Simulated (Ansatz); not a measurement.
Cu Kα1 powder pattern (kinematic, no thermal factors).
```csv
2θ (°),relative intensity,assignment
14.43,9,1 1 1
16.68,42,2 0 0
23.67,100,2 2 0
27.83,5,3 1 1
29.09,15,2 2 2
33.72,20,4 0 0
36.85,2,3 3 1
37.84,22,4 2 0
41.61,43,4 2 2
44.27,2,5 1 1
48.43,14,4 4 0
50.80,2,5 3 1
51.58,11,6 0 0
54.59,19,6 2 0
57.49,7,6 2 2
60.31,5,4 4 4
63.05,5,6 4 0
65.72,21,6 4 2
70.91,2,8 0 0
73.44,6,8 2 0
75.94,10,8 2 2
78.41,3,6 6 2
80.86,6,8 4 0
83.29,5,8 4 2
85.71,5,6 6 4
```

The pattern is computed from a structure relaxed with DFT PBE, scalar-relativistic, plane waves, PAW in Ansatz 0.2.0. No spin polarisation. Its elements are K, Rb.

**Question.** Give the structure.

**Answer.** KRb$_{2}$.
Space group Fm-3m (No. 225). a = 10.624 Å, b = 10.624 Å, c = 10.624 Å, α = 90.00°, β = 90.00°, γ = 90.00°
```json
{"atom": "K", "site": "4a", "symmetry": "m-3m", "x": "0.0000", "y": "0.0000", "z": "0.0000"}
{"atom": "Rb", "site": "8c", "symmetry": "-43m", "x": "0.2500", "y": "0.2500", "z": "0.7500"}
```

A pattern alone doesn't exclude other cells with like lines; this is the one computed.

Another cell of KRb2 relaxed alike, in R-3m, lies 103 meV/atom lower, so this cell isn't the stable form at this level.

The cell was found from a structure generator's guess, not taken from experiment.
